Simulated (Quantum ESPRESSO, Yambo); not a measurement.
Quasiparticle gap of BaO

BaO is taken in the cubic space group Fm-3m (No. 225), the rock salt structure, Pearson symbol cF8. Lattice parameters: a = 5.486 Å, b = 5.486 Å, c = 5.486 Å, α = 90.00°, β = 90.00°, γ = 90.00°. O on 4b is coordinated by 6 Ba at 2.743 Å (octahedral). Ba on 4a is surrounded by 6 O at 2.743 Å (octahedral). (Neighbours: up to the widest gap in distance over summed covalent radii, below 1.35, at either atom; cation-cation contacts left out.)
(The calculation used a cell of 2 atoms; values per cell refer to that cell.)

Cell and atoms were relaxed with PBEsol from Materials Project entry mp-1342, within its symmetry.

Starting point: PBEsol (pw.x of Quantum ESPRESSO, ONCV potentials, with spin-orbit coupling). G0W0 in Yambo: 4×4×4 Γ-centred k mesh, 196 bands and a 10 Ry block in the screening, 196 bands in G with the Bruneval-Gonze terminator, plasmon pole fitted at 27.2 eV.

| Quantity | Result |
|---|---|
| PBEsol gap along the band path | 1.79 eV |
| PBEsol gap between the mesh's edge points (X → X) | 1.79 eV |
| G0W0 gap between the same points | 3.08 eV |

```
k point  band  E PBEsol (eV)  E QP (eV)  shift (eV)     Z
-------  ----  -------------  ---------  ----------  ----
Γ          VB          -0.55      -1.33       -0.78  0.77
Γ          CB           3.51       4.01        0.51  0.84
L          VB          -1.67      -2.60       -0.92  0.77
L          CB           4.88       5.66        0.78  0.81
X        VB−2          -0.23      -1.01       -0.78  0.77
X        VB−1           0.00      -0.82       -0.82  0.77
X          VB           0.00      -0.82       -0.82  0.77
X          CB           1.79       2.26        0.47  0.85
X        CB+1           1.79       2.26        0.47  0.85
W          VB          -0.18      -1.01       -0.83  0.77
W          CB           4.39       5.06        0.67  0.83
```

Energies count from the PBEsol valence-band maximum.

Convergence of the G0W0 settings was not tested.
